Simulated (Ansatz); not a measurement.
Property card for BP

BP:
```xyz
12
Lattice="5.5758 0.0000 0.0000 0.0000 5.5758 0.0000 0.0000 0.0000 5.5758" Properties=species:S:1:pos:R:3 pbc="T T T"
B      1.3940     2.7879     0.0000
B      4.1819     2.7879     0.0000
B      0.0000     1.3940     2.7879
B      0.0000     4.1819     2.7879
B      2.7879     0.0000     1.3940
B      2.7879     0.0000     4.1819
P      2.7879     1.3940     0.0000
P      2.7879     4.1819     0.0000
P      0.0000     2.7879     1.3940
P      0.0000     2.7879     4.1819
P      1.3940     0.0000     2.7879
P      4.1819     0.0000     2.7879
```

Space group Pm-3n (No. 223); conventional cell a = b = c = 5.5758 Å, α = β = γ = 90.00°.

Method: the program Ansatz at the r²SCAN level (PAW). The cell and atoms are relaxed at this level. Other levels are named where they apply.

Cell and energy:

```json
{
  "volume_per_atom": "14.45 Å³",
  "density": "2.40 g/cm³",
  "Formation energy from the elements (no fitted shifts)": "-0.14 eV/atom"
}
```

Electronic structure:

```json
{
 "band_gap": "0.64 eV (indirect)",
 "valence_band_maximum": "at Γ",
 "conduction_band_minimum": "on the Γ–X line, 86 % of the way from Γ (6 equivalent valleys)",
 "smallest_direct_gap_on_the_standard_path": "1.11 eV",
 "electron_effective_mass": "0.33, 0.33, 0.58 mₑ (principal values)",
 "Hole effective mass, band 1 of 3 at the edge": "1.3 along [100], 1.3 along [110], 0.50 along [111] (mₑ)",
 "Hole effective mass, band 2 of 3 at the edge": "1.3 along [100], 0.39 along [110], 0.50 along [111] (mₑ)",
 "Hole effective mass, band 3 of 3 at the edge": "0.17 along [100], 0.24 along [110], 0.29 along [111] (mₑ)",
 "HSE06 gap on the r²SCAN cell": "1.30 eV"
}
```

Mechanics:

```json
{
  "Bulk modulus (Birch–Murnaghan fit)": "127 GPa",
  "Pressure derivative B′": "3.7",
  "Elastic constants (relaxed ions, GPa)": "C11 = 271, C12 = 55.9, C44 = 94.2",
  "mechanical_stability": "stable (all eigenvalues of C positive)",
  "hill_bulk_and_shear_moduli": "127 and 99.3 GPa",
  "Young's modulus": "236 GPa",
  "Poisson's ratio": "0.19",
  "debye_temperature_from_the_elastic_constants": "867 K"
}
```

Charges:

```json
{
  "bader_charges": "B +0.56, P -0.56 e"
}
```

The start of the workflow was typed in or built on a structure type; neither database checked (COD, Materials Project) lists it. It is not the phase usual at ambient conditions (space group No. 216). Symmetry was held in the r²SCAN relaxation; its stability against distortions is not shown here. The references are the lowest solids computed at this level, not always the standard phases.

Potentials: the earlier of the program's two PAW sets. The files were generated under PBE; for other functionals the program regenerates the frozen cores, and for LDA and PBEsol the local potential too.
